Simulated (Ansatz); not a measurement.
Relaxation of a generated cell, Si2Mo built in the Al2Cu structure type; 6 atoms in the cell, which starts as I4/mcm (No. 140), tI12; a = 6.669 Å, b = 6.669 Å, c = 5.366 Å, α = 90.00°, β = 90.00°, γ = 90.00°. Level of theory: PBE (plane waves to 420 eV, PAW, scalar-relativistic; Ansatz, a quantum-chemistry and plane-wave program). Γ-centred k-mesh 6×6×6 on the run's cell (coarser than for final values), Fermi–Dirac smearing 0.05 eV. This is the first round of the run. 

The optimiser's lines from the output (shortened; P is positive under compression):

```
relax step   1: F+E_penalty+E_count = -12453.16130102 eV  Δ(F+E_penalty+E_count) = +0.000e0 eV  max|allowed force component| = 2.880e-1 eV/Å  Δτ_max = 0.0000 Å  P = -22.834 GPa  Ω = 119.334 Å³  (8 SCF iters, dr2 threshold 1.00e-7 eV, accepted)
relax step   2: F+E_penalty+E_count = -12455.11976423 eV  Δ(F+E_penalty+E_count) = -1.958e0 eV  max|allowed force component| = 5.347e-1 eV/Å  Δτ_max = 0.0363 Å  P = -13.954 GPa  Ω = 104.050 Å³  (6 SCF iters, dr2 threshold 6.00e-7 eV, accepted)
relax step   3: F+E_penalty+E_count = -12456.02403695 eV  Δ(F+E_penalty+E_count) = -9.043e-1 eV  max|allowed force component| = 6.698e-2 eV/Å  Δτ_max = 0.1252 Å  P = +0.184 GPa  Ω = 92.484 Å³  (6 SCF iters, dr2 threshold 6.00e-7 eV, accepted)
relax step   4: F+E_penalty+E_count = -12456.02890223 eV  Δ(F+E_penalty+E_count) = -4.865e-3 eV  max|allowed force component| = 5.061e-2 eV/Å  Δτ_max = 0.0134 Å  P = -0.058 GPa  Ω = 92.569 Å³  (6 SCF iters, dr2 threshold 6.00e-7 eV, accepted)
relax step   5: F+E_penalty+E_count = -12456.02992685 eV  Δ(F+E_penalty+E_count) = -1.025e-3 eV  max|allowed force component| = 5.721e-3 eV/Å  Δτ_max = 0.0060 Å  P = +0.064 GPa  Ω = 92.512 Å³  (6 SCF iters, dr2 threshold 5.06e-7 eV, accepted)
relax step   6: F+E_penalty+E_count = -12456.02994692 eV  Δ(F+E_penalty+E_count) = -2.007e-5 eV  max|allowed force component| = 9.361e-5 eV/Å  Δτ_max = 0.0005 Å  P = -0.017 GPa  Ω = 92.556 Å³  (6 SCF iters, dr2 threshold 2.48e-8 eV, accepted)
relax step   7: F+E_penalty+E_count = -12456.02766437 eV  Δ(F+E_penalty+E_count) = +2.283e-3 eV  max|allowed force component| = 8.742e-5 eV/Å  Δτ_max = 0.0000 Å  P = -0.008 GPa  Ω = 92.556 Å³  stress off target by 1.01e-2 GPa  SCF on the basis re-selected at this cell (its energy is not comparable with the rows above)  (6 SCF iters)
```

From the first to the last row the energy changes by -0.48 eV/atom and the volume by -22.4 %. The last row is marked as not comparable with the walk above it, whose basis was carried along; it does compare with step 1, since both stand on a basis selected at the nominal cutoff for their own cell.

Later rounds, restarted from the end of this one on a renewed k-mesh, logged 3 more steps and released under 0.01 eV/atom more. The final structure after all rounds: I4/mcm (No. 140), tI12, AFLOW prototype A2B_tI12_140_h_a (C16, as in Al2Cu); a = b = 5.996 Å, c = 5.149 Å, α = β = γ = 90.00°. Between re-selections the logged energies stand on a plane-wave basis carried along with the cell. No spin polarisation in the result.

The run could not lose the symmetry of its start, so the end can be a saddle point.

The relaxed structure here is a generated cell of Si2Mo: the first start was made by placing the elements on the sites of a structure type, and the end was not matched to a known phase here, so it may be hypothetical. Known forms of Si2Mo include space group No. 139.
